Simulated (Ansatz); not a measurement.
SiO2:
```
CELL_PARAMETERS angstrom
      4.15498     0.00000     0.00000
      0.00000     4.15498     0.00000
      0.00000     0.00000     2.66136
ATOMIC_POSITIONS crystal
  Si 0.50000 0.50000 0.50000
  Si 0.00000 0.00000 0.00000
  O  0.69443 0.69443 0.00000
  O  0.30557 0.30557 0.00000
  O  0.80557 0.19443 0.50000
  O  0.19443 0.80557 0.50000
```

Relaxed with LDA. Special points in fractions of this cell's reciprocal vectors: Γ (0.000, 0.000, 0.000); X (0.000, 0.500, 0.000); M (0.500, 0.500, 0.000); Z (0.000, 0.000, 0.500); R (0.000, 0.500, 0.500); A (0.500, 0.500, 0.500).

List the band energies nearest the valence-band maximum at these points for LDA (plane waves, PAW; program Ansatz).

In eV from the valence-band maximum; about four levels below and three above (degenerate sets whole), none deeper than 8.9 eV; points with the same levels are listed once.

```tsv
k	below	above
Γ	-2.56 -0.91 -0.91 0.00	5.82 6.48 8.39 8.39
X	-2.75 -2.75 -1.09 -1.09	7.76 7.76 8.95 8.95
M	-2.77 -2.77 -2.35 -2.35	7.42 7.42 9.96 9.96
Z	-3.24 -3.24 -2.76 -2.76	9.08 9.08 12.52 12.52
R	-2.34 -2.34 -1.83 -1.83	8.74 8.74 9.89 9.89
A	-1.80 -1.80 -1.60 -1.60	7.20 7.20 10.89 10.89
```

Space group P4_2/mnm (rutile). This is a known high-pressure phase of the composition, computed here at zero pressure and temperature. The LDA relaxation kept the symmetry of its start; phonons on a q-mesh show no instability.

Potentials: the earlier of the program's two PAW sets.
